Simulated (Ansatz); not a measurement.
Notes on BaTiO₃

```
CELL_PARAMETERS angstrom
4.04758 0.00000 0.00000
0.00000 8.09516 0.00000
0.00000 0.00000 4.04758
ATOMIC_POSITIONS crystal
Ba 0.00000 0.00000 0.00000
Ba 0.00000 0.50000 0.00000
Ti 0.50000 0.25000 0.50000
Ti 0.50000 0.75000 0.50000
O 0.50000 0.25000 0.00000
O 0.50000 0.75000 0.00000
O 0.00000 0.25000 0.50000
O 0.00000 0.75000 0.50000
O 0.50000 0.00000 0.50000
O 0.50000 0.50000 0.50000
```

Method: r2SCAN, with U_eff = 6.6 eV on Ti d (all-electron-ortho-atomic projectors), no spin polarisation; PAW, plane waves to 500 eV, 6×3×6 Γ-centred mesh, fermi-dirac occupations (width 0.1 eV) (Ansatz 0.2.0), atoms fixed.

Problem. What is the band gap?

Solution. The gap is 2.99 eV, indirect (the least direct gap found is 3.13 eV).

Problem. Is the cell too large or too small?

Solution. The pressure is -4.4 GPa (compression positive), so with the atoms held at these fractions the cell would first shrink.

Problem. How is the charge shared?

Solution. Bader charges in e: Ba +1.57, Ti +2.54, O -1.37. In the mean Ti gives up most and O takes most.

Problem. What do density and ELF say about some of the short contacts?

Solution. Ti–O at 2.02 Å: least valence density 0.60 e/Å³ and ELF 0.21 there. Ba–O at 2.86 Å: least valence density 0.16 e/Å³ and ELF 0.08 there, a closed-shell (ionic or weak) contact. Both are smooth PAW fields, read partly inside the augmentation spheres.

Problem. Which orbitals make up the band edges?

Solution. Within 0.7 eV of the edges, the states project mainly on O p (94 %) below the gap and on Ti d (91 %) above it.

Origin: a database entry at a rescaled volume.
